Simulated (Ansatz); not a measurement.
Data:

Bi2TeO2:
Space group P-3m1 (No. 164); a = b = 4.0360 Å, c = 7.3303 Å, α = β = 90.00°, γ = 120.00°

```tsv
atom	site	symmetry	x	y	z
Bi	2d	3m.	0.3333	0.6667	0.2017
Te	1b	-3m.	0.0000	0.0000	0.5000
O	2d	3m.	0.6667	0.3333	0.1144
```

This is the PBEsol-relaxed structure.

**Question.** All from the program Ansatz at the PBEsol level (PAW), unless another level is named. Estimate the Born charges (a third of the trace).

**Answer.** Bi +6.04, Te -3.32, O -4.38 e.

**Question.** Predict the electronic dielectric constant ε∞ (DFPT).

**Answer.** 15.7 (xx = yy), 15.6 (zz).

**Question.** Predict the static dielectric constant ε0 (ions relaxed, cell fixed).

**Answer.** 64.7 (xx = yy), 280 (zz).

The start of the workflow was typed in or built on a structure type; neither database checked (COD, Materials Project) lists it. Its standing as an ambient phase is unchecked. The cell was relaxed with PBEsol under the symmetry of its start; its stability against distortions is not shown here. The volume moved by 21 % from the start of the relaxation. Scalar-relativistic: spin–orbit coupling is off unless named, which matters more the heavier the elements.

Potentials: the later of the program's two PAW sets.
